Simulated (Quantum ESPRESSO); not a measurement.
Al3BC has the hexagonal space group P6₃/mmc (No. 194), Pearson symbol hP10. Cell: a = b = 3.4812 Å, c = 11.4684 Å, α = β = 90.00°, γ = 120.00°. B on 2a is coordinated by 6 Al at 2.190 Å (octahedral). C on 2c has 5 Al at 1.998–2.010 Å (trigonal bipyramidal). Al1 on 4f is surrounded by 1 C at 1.998 Å and 3 B at 2.190 Å and 3 Al at 2.657 Å and 3 Al at 2.834 Å. Al2 on 2b is coordinated by 3 C at 2.010 Å and 6 Al at 2.834 Å. (Neighbours: up to the widest gap in distance over summed covalent radii, below 1.35, at either atom.)

The geometry is that of Materials Project entry mp-1228446, symmetrised and not relaxed again.

### Question
What does norm-conserving LDA (Quantum ESPRESSO, 82 Ry, no spin-orbit coupling) give for the electronic structure near the Fermi level?

### Answer
The LDA gap is indirect, 0.45 eV, from Γ to M; the smallest direct gap is 1.67 eV. 

The structure is a Materials Project entry; no match was found in the copy of COD used, and its stability was not checked.
